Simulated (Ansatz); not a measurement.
MoPd:
```cif
data_MoPd
_chemical_formula_sum 'Pd1 Mo1'
_space_group_name_H-M_alt 'P 1'
_space_group_IT_number 1
_cell_length_a 3.11978
_cell_length_b 3.11978
_cell_length_c 3.11978
_cell_angle_alpha 90.000
_cell_angle_beta 90.000
_cell_angle_gamma 90.000
loop_
_space_group_symop_operation_xyz
  'x, y, z'
loop_
_atom_site_label
_atom_site_type_symbol
_atom_site_fract_x
_atom_site_fract_y
_atom_site_fract_z
_atom_site_occupancy
Pd1 Pd 0.00000 0.00000 0.00000 1
Mo1 Mo 0.50000 0.50000 0.50000 1
```

This is the PBEsol-relaxed structure.

### Question
All from plane-wave PAW PBEsol (Ansatz code), unless another level is named. Give the highest zone-centre frequency.

### Answer
68 cm⁻¹.

### Question
Give the bulk modulus (Birch–Murnaghan fit).

### Answer
239 GPa.

Space group Pm-3m (CsCl type). The start of the workflow was typed in or built on a structure type; neither database checked (COD, Materials Project) lists it. Its standing as an ambient phase is unchecked. Symmetry was held in the PBEsol relaxation. At this level the phase is mechanically unstable. The run is not spin-polarised. Its formation energy is positive at this level, so the cell may be metastable or incomplete. As this level gives no gap, phonon frequencies hold no LO–TO term and depend on the k-mesh and smearing (Fermi–Dirac, 0.1 eV here).

Potentials: the earlier of the program's two PAW sets. The files were generated under PBE; for other functionals the program regenerates the frozen cores, and for LDA and PBEsol the local potential too.
